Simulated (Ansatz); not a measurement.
TePd:
```xyz
4
Lattice="1.8955 -5.1990 0.0000 1.8955 5.1990 0.0000 0.0000 0.0000 4.0407" Properties=species:S:1:pos:R:3 pbc="T T T"
Te     1.8955    -1.4609     1.0102
Pd     1.8955    -4.1860     1.0102
Te     1.8955     1.4609     3.0306
Pd     1.8955     4.1860     3.0306
```

This is the PBEsol-relaxed structure.

Task: All from PBEsol (plane waves, PAW; program Ansatz), unless another level is named. Predict the electronic character.

Result: metallic (no gap).

Task: What about the density of states at the Fermi level?

Result: 0.52 states/eV per atom (mean over ±0.08 eV).

Task: What about the formation energy from the elements (no fitted shifts)?

Result: -28 kJ/mol of atoms.

Space group Cmcm. The start of the workflow was typed in or built on a structure type; neither database checked (COD, Materials Project) lists it. COD files the formula under space group No. 194. Whether it is the stable phase at ambient conditions was not checked. Symmetry was held in the PBEsol relaxation; its stability against distortions is not shown here. The run is not spin-polarised. The references are the lowest solids computed at this level, not always the standard phases. Scalar-relativistic: spin–orbit coupling is off unless named, which matters more the heavier the elements.

Potentials: the later of the program's two PAW sets.
